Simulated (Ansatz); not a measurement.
This run works on a generated trial structure, not on a known crystal.

Input and command of a plane-wave DFT calculation in Ansatz:

```yaml
crystal:
  lattice:
    - [3.43772866, 0.0, 0.0]
    - [0.0, 4.19120668, 0.0]
    - [0.0, 0.0, 8.72057918]
  atoms:
    - { symbol: Al, position: [0.52270001, 0.4066, 0.1274] }
    - { symbol: Ga, position: [0.51450002, 0.79089999, 0.93480003] }
    - { symbol: Ga, position: [0.96929997, 0.7198, 0.28619999] }
    - { symbol: Ga, position: [0.0218, 0.55150002, 0.53799999] }
    - { symbol: O, position: [0.53439999, 0.79930001, 0.40990001], spin: 1.0 }
    - { symbol: O, position: [0.39109999, 0.72439998, 0.07], spin: 1.0 }
    - { symbol: O, position: [0.51749998, 0.2209, 0.6013], spin: 1.0 }
    - { symbol: O, position: [0.0121, 0.75819999, 0.7507], spin: 1.0 }
    - { symbol: O, position: [0.4402, 0.2133, 0.92150003], spin: 1.0 }
    - { symbol: O, position: [0.0078, 0.1718, 0.2485], spin: 1.0 }
basis:
  ecutwfc: 420
kpoints:
  mp_grid: { grid: [6, 4, 2] }
hamiltonian:
  xc: pbe
scf:
  occupations: { method: gaussian, width: 0.1 }
  lower_state_search: "off"
output:
  forces: true
  stress: true
  eigenvalues: true
  populations: true
magnetization:
  spin_polarized: true
relax:
  adjacent_minimum: "off"
  f_tol: 0.04
  max_steps: 70
  cell: { stress_tol: 0.4 }
```

```bash
ansatz run input.yaml --threads 1 --pin off --max-ram 2560MiB --backend cpu --events-out ev --progress --plain --runs-dir out
```

Processor: Intel(R) Xeon(R) 6975P-C (Granite Rapids), 1 thread, on a host shared with other jobs.

Task: Estimate time, memory and problem size.

Result: About 15 min, peak memory 0.67 GiB. It solves 52 bands at 28 k points (after reduction by symmetry) with about 2307 plane waves (on the last cell), in 383 SCF iterations over 40 ionic steps.
